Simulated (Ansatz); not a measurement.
Here is the system:

MgO:
```xyz
2
Lattice="0.0000 2.1021 2.1021 2.1021 0.0000 2.1021 2.1021 2.1021 0.0000" Properties=species:S:1:pos:R:3 pbc="T T T"
O      0.0000     0.0000     0.0000
Mg     2.1021     2.1021     2.1021
```

This is the r²SCAN-relaxed structure.

Q: All from r²SCAN in the plane-wave PAW code Ansatz, unless another level is named. Predict the Young's modulus.

A: 319 GPa.

Q: Predict the elastic constants (relaxed ions, GPa).

A: C11 = 311, C12 = 94.7, C44 = 157.

Q: Give the vibrational entropy at 300 K.

A: 13.5 J/(K·mol of atoms).

Space group Fm-3m (rock salt). Symmetry was held in the r²SCAN relaxation; phonons on a q-mesh show no instability.

Potentials: the later of the program's two PAW sets.
